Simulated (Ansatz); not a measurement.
Nb2Co3Si:
```
CELL_PARAMETERS angstrom
      4.81780     0.00000     0.00000
     -2.40890     4.17233     0.00000
      0.00000     0.00000     7.50048
ATOMIC_POSITIONS crystal
  Nb 0.66667 0.33333 0.93929
  Nb 0.33333 0.66667 0.06071
  Nb 0.33333 0.66667 0.43929
  Nb 0.66667 0.33333 0.56071
  Co 0.16960 0.83040 0.75000
  Co 0.83040 0.16960 0.25000
  Co 0.33920 0.16960 0.25000
  Co 0.66080 0.83040 0.75000
  Co 0.16960 0.33920 0.75000
  Co 0.83040 0.66080 0.25000
  Si 0.00000 0.00000 0.50000
  Si 0.00000 0.00000 0.00000
```

Relaxed with r²SCAN. Special points in fractions of this cell's reciprocal vectors: Γ (0.000, 0.000, 0.000); M (0.500, 0.000, 0.000); K (0.333, 0.333, 0.000); A (0.000, 0.000, 0.500); L (0.500, 0.000, 0.500); H (0.333, 0.333, 0.500).

List the band energies nearest the Fermi level at these points for DFT-r²SCAN in the program Ansatz with PAW potentials.

In eV from the Fermi level; about four levels below and three above (degenerate sets whole), none deeper than 8.9 eV; points with the same levels are listed once.

| k | below | above |
|---|---|---|
| Γ | -0.62 -0.62 -0.24 -0.24 | 0.69 0.69 0.77 |
| M | -0.63 -0.43 -0.29 -0.09 | 0.12 0.23 0.24 |
| K | -0.58 -0.58 -0.49 -0.49 | 0.03 0.10 0.10 |
| A | -0.58 -0.58 -0.58 -0.58 | 0.39 0.39 0.69 0.69 |
| L | -0.59 -0.59 -0.32 -0.32 | 0.10 0.10 0.34 0.34 |
| H | -0.66 -0.66 -0.05 -0.05 | 0.15 0.15 0.52 0.52 |

Space group P6_3/mmc. The first step of the workflow began from a Materials Project structure, measured or hypothetical; the Crystallography Open Database copy checked does not list it. Whether it is the stable phase at ambient conditions was not checked. Symmetry was held in the r²SCAN relaxation; its stability against distortions is not shown here. No spin polarisation was allowed. Scalar-relativistic: spin–orbit coupling is off unless named, which matters more the heavier the elements.

Potentials: the later of the program's two PAW sets.
